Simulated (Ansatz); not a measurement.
## Two-dimensional strain map in ZnAg

Theory: Ansatz 0.2.0, DFT r2SCAN, scalar-relativistic, plane waves, PAW. The runs took a 500 eV cutoff, a Γ-centred 16×16×16 mesh and Gaussian smearing (0.15 eV). No spin polarisation. Energies are free energies at this smearing, counted from the undisturbed cell; pressure is positive in compression.

Zero of the scan (as given, not relaxed at this level; it stands at -1.5 GPa, and it needn't be the usual structure):

```
Zn Ag
1.0
     3.15600    0.00000    0.00000
     0.00000    3.15600    0.00000
     0.00000    0.00000    3.15600
Zn Ag
1 1
Direct
  0.50000 0.50000 0.50000
  0.00000 0.00000 0.00000
```

The cell is strained by p along both x and y and by q along z, fractional coordinates fixed. Points are written (p, q).

Energy above the undisturbed cell in meV/atom (a dash: not computed):

```
 p \ q  -0.030  -0.015  0.000  0.015  0.030
-0.030    32.2    19.8   10.6    4.5      ?
-0.015    10.4       –      ?      –    0.1
 0.000       ?       –    0.0      –    8.5
 0.030     8.7       –   24.8      –   48.1
```

**Question.** Fill in the withheld energies.

**Answer.** (-0.030, 0.030): 1.1; (-0.015, 0.000): 0.1; (0.000, -0.030): 0.2.